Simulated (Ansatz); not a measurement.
AgAu (L1₀ or tetragonal B2, space group No. 123) under volume change, plane-wave PAW PBEsol (Ansatz code), shape and atoms relaxed at each volume.

| V (Å³/atom) | E − E(relaxed) (meV/atom) | P (GPa) |
|---|---|---|
| 15.263 | 76.6 | 18.09 |
| 15.766 | 31.6 | 10.80 |
| 16.269 | 7.4 | 4.86 |
| 16.773 | 0.0 | 0.00 |
| 17.276 | 6.4 | -3.97 |
| 17.779 | 24.1 | -7.19 |
| 18.282 | 50.9 | -9.78 |

Q: What does a third-order Birch–Murnaghan fit give for V₀, B₀ and B′?

A: V₀ = 16.77 Å³/atom, B₀ = 146 GPa, B′ = 5.8.

Space group P4/mmm (L1₀ or tetragonal B2). The start of the workflow was typed in or built on a structure type; neither database checked (COD, Materials Project) lists it. Its standing as an ambient phase is unchecked. The cell was relaxed with PBEsol under the symmetry of its start; whether a distortion lowers the energy is not shown. The run is not spin-polarised. Spin–orbit coupling is left out wherever it is not named.

Potentials: the earlier of the program's two PAW sets. The files were generated under PBE; for other functionals the program regenerates the frozen cores, and for LDA and PBEsol the local potential too.
